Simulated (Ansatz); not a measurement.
BaInHO2:
```yaml
crystal:
  lattice:
    - [4.29730, 0.00000, 0.00000]
    - [0.00000, 4.29730, 0.00000]
    - [0.00000, 0.00000, 3.91898]
  atoms:
    - { symbol: Ba, position: [0.50000, 0.50000, 0.50000] }
    - { symbol: In, position: [0.00000, 0.00000, 0.00000] }
    - { symbol: O, position: [0.50000, 0.00000, 0.00000] }
    - { symbol: O, position: [0.00000, 0.50000, 0.00000] }
    - { symbol: H, position: [0.00000, 0.00000, 0.50000] }
```

Relaxed with r²SCAN. Special points in fractions of this cell's reciprocal vectors: Γ (0.000, 0.000, 0.000); X (0.000, 0.500, 0.000); M (0.500, 0.500, 0.000); Z (0.000, 0.000, 0.500); R (0.000, 0.500, 0.500); A (0.500, 0.500, 0.500).

Question: List the band energies nearest the valence-band maximum at these points for r²SCAN (plane waves, PAW; program Ansatz).

Answer: In eV from the valence-band maximum; about four levels below and three above (degenerate sets whole), none deeper than 8.9 eV; points with the same levels are listed once.

```json
[
 {"k": "Γ", "below": "-1.54 -1.11 -0.77 -0.77", "above": "4.43 5.11 6.89"},
 {"k": "X", "below": "-1.92 -0.97 -0.92 -0.08", "above": "3.77 5.38 6.48"},
 {"k": "M", "below": "-1.51 -1.51 -0.40 -0.17 -0.03", "above": "5.60 6.67 6.67"},
 {"k": "Z", "below": "-2.02 -1.21 -1.21 -0.55", "above": "1.31 7.33 7.34"},
 {"k": "R", "below": "-2.01 -1.74 -1.04 -0.73", "above": "4.72 5.19 6.42"},
 {"k": "A", "below": "-0.99 -0.99 -0.30 0.00", "above": "5.81 5.81 6.78"}
]
```

Space group P4/mmm. The start of the workflow was typed in or built on a structure type; neither database checked (COD, Materials Project) lists it. Whether it is the stable phase at ambient conditions was not checked. The cell was relaxed with r²SCAN under the symmetry of its start; its stability against distortions is not shown here. Scalar-relativistic: spin–orbit coupling is off unless named, which matters more the heavier the elements.

Potentials: the earlier of the program's two PAW sets. The files were generated under PBE; for other functionals the program regenerates the frozen cores, and for LDA and PBEsol the local potential too.
